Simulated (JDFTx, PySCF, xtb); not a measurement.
System: ethylenediamine, C2H8N2 (SMILES NCCN), charge 0, multiplicity 1; geometry: optimised with GFN2-xTB in vacuum (one conformer, no frequencies checked; largest PBE force component 0.5 eV/Å). Z-matrix (Å, degrees):
```
C
H 1 1.0921
H 1 1.1050 2 107.81
N 1 1.4533 2 108.13 3 122.97
H 4 1.0139 1 110.35 2 -59.99
H 4 1.0152 5 107.73 1 120.37
C 1 1.5281 2 108.58 3 -117.79
H 7 1.0921 1 108.58 2 -62.45
H 7 1.1050 8 107.81 1 117.79
N 7 1.4533 8 108.13 9 122.97
H 10 1.0139 7 110.35 8 -59.99
H 10 1.0152 11 107.74 7 120.37
```

Orbital energies (from the vacuum level) and dipole in vacuum at several levels; the plane-wave row is PBE, GBRV ultrasoft potentials, plane waves to 20/100 Ha in JDFTx (a modified build). Orbital energies of different methods aren't the same quantity, so their depths differ.

This is the neutral, unprotonated base.

```csv
level,HOMO (eV),dipole (D)
PBE plane waves (JDFTx),-5.33,1.95
GFN2-xTB (xtb),___,2.33
B3LYP/6-31G* (PySCF),-6.03,2.19
PBE/6-31G* (PySCF),___,2.16
```

**Question.** Complete the blanks.

**Answer.** 
- GFN2-xTB (xtb), HOMO (eV): -9.91
- PBE/6-31G* (PySCF), HOMO (eV): -4.68

Occupied PBE levels (eV), vacuum: -14.66, -12.38, -11.97, -10.95, -10.90, -9.60, -8.53, -8.40, -5.57, -5.33. In CANDLE, water, 1 M KF, from the bulk liquid: -14.60, -12.30, -11.89, -10.87, -10.82, -9.56, -8.49, -8.31, -5.73, -5.50 (the ten highest).
